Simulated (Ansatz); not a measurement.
Consider the following.

Zn3GaNO3:
```
Zn3GaNO3
1.0
    3.25982     0.00000     0.00000
   -1.62991     2.82309     0.00000
    0.00000     0.00000    10.34594
Ga N Zn O
1 1 3 3
Cartesian
  0.00000   1.88206   0.12852
  0.00000   1.88206   1.94425
  1.62991   0.94103   2.54254
  0.00000   1.88206   5.08145
  1.62991   0.94103   7.61055
  1.62991   0.94103   4.61477
  0.00000   1.88206   7.15958
  1.62991   0.94103   9.71255
```

This is the r²SCAN-relaxed structure.

All from the program Ansatz at the r²SCAN level (PAW), unless another level is named. Give the electronic character.

metallic (no gap).

Predict the density of states at the Fermi level.

0.12 states/eV per atom (mean over ±0.08 eV).

Give the gap with spin–orbit coupling.

none (metallic).

Space group P3m1. The start of the workflow was typed in or built on a structure type; neither database checked (COD, Materials Project) lists it. Its standing as an ambient phase is unchecked. Symmetry was held in the r²SCAN relaxation; whether a distortion lowers the energy is not shown. Spin–orbit coupling is left out wherever it is not named.

Potentials: the earlier of the program's two PAW sets.
